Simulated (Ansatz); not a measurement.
A distorted cell of K2NiO2 (space group I4/mmm):

```xyz
5
Lattice="-1.8921 1.8921 6.2170 1.8921 -1.8921 6.2170 1.8921 1.8921 -6.2170" Properties=species:S:1:pos:R:3 pbc="T T T"
K      0.0000     0.0000     8.1133
K      0.0000     0.0000     4.3207
Ni     0.0000     0.0000     0.0000
O      0.0000     0.0000     1.6585
O      0.0000     0.0000    10.7754
```

All values below come from PBEsol (plane waves to 420 eV, PAW, scalar-relativistic; Ansatz, a quantum-chemistry and plane-wave program). k mesh 12×12×12 (Γ-centred), Fermi-Dirac smearing 0.05 eV. Energies are smeared free energies. Stress and pressure are positive under compression. As the atoms are clamped, bonds stretch with the cell, which overstates energies and stresses. K2NiO2 is run spin-polarised and with no Hubbard U. K2NiO2 was relaxed with its symmetry unable to fall. Relaxed K2NiO2 ends ferromagnetic. The magnetic order is the one the run started from; other orders were not tried.

Task: What is the stress tensor (GPa)?

Result: 
```
    3.1      0.0      0.0
    0.0      3.1      0.0
    0.0      0.0      6.5
```
The pressure, a third of the trace, is 4.3 GPa.

Task: It is the relaxed cell deformed to V/V₀ = 0.920, (c/a)/(c/a)₀ = 1.020, c along z, fractional positions held. What is its energy relative to the relaxed cell?

Result: 16.5 meV/atom.

(A scan under strain: stresses follow from slopes of the energy per volume, elastic moduli from its curvatures.)
